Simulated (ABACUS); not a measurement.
**Small calculations from the output for TiSi2 (Cmcm, 6 atoms in the cell; from Materials Project mp-1077503)**

```
CELL_PARAMETERS angstrom
      1.76510    -6.75928     0.00000
      1.76510     6.75928     0.00000
      0.00000     0.00000     3.56517
ATOMIC_POSITIONS crystal
  Ti 0.89688 0.10312 0.75000
  Ti 0.10312 0.89688 0.25000
  Si 0.55825 0.44175 0.75000
  Si 0.44175 0.55825 0.25000
  Si 0.24969 0.75031 0.75000
  Si 0.75031 0.24969 0.25000
```

Level of theory: PBEsol, numerical atomic orbitals DZP (confined pseudo-atomic orbitals with Gaussian additions; energy shift 0.01 Ry), PseudoDojo 0.4 standard norm-conserving PBEsol (tails mended) pseudopotentials (ABACUS).

Main settings: basis = DZP numerical atomic orbitals, energy shift 0.01 Ry; KPT = Gamma 8 8 8 0 0 0; basis_type = lcao; dft_functional = PBESOL; ecutwfc = 100 Ry; smearing_method = gaussian; smearing_sigma = 0.00999582 Ry; potentials = PseudoDojo 0.4 standard norm-conserving PBEsol (tails mended).

The atom-centred basis is finite, which shifts total energies, pressures and forces against plane waves. The structure comes from a collection of computed structures, made at another level of theory; the collection holds predicted forms beside known ones.

The cell was also run at V = 84.220 Å³ (F = -3691.24426 eV, P = 0.46 GPa) and V = 85.922 Å³ (F = -3691.23379 eV, P = -2.38 GPa), scaled uniformly; the base has V = 85.071 Å³, P = -1.00 GPa and F₀ = -3691.24280 eV.

Check the pressure against the energies, and estimate the bulk modulus and the volume of zero pressure.

P = −dF/dV ≈ −(0.01047 eV)/(1.702 Å³) = -0.00615 eV/Å³; times 160.218 GPa per eV/Å³ this is -0.99 GPa, against -1.00 GPa from the stress tensor. B = −V dP/dV ≈ −85.071 × (-2.84 GPa)/(1.702 Å³) = 142 GPa at this volume. The curvature of the energies, B = V (F₊ + F₋ − 2F₀)/(ΔV/2)², gives 142 GPa. To first order the pressure vanishes at V0 ≈ V(1 + P/B) = 84.47 Å³, so all lengths change by about -0.24 %. Shape and fractional positions were held, which usually makes B too large where they are free.

The atomic orbitals were generated for these runs; they are not ABACUS's published sets and were checked against plane waves on a few crystals only.

“Tails mended”: in these copies of the files the far tail of each local potential was reset to the Coulomb form.
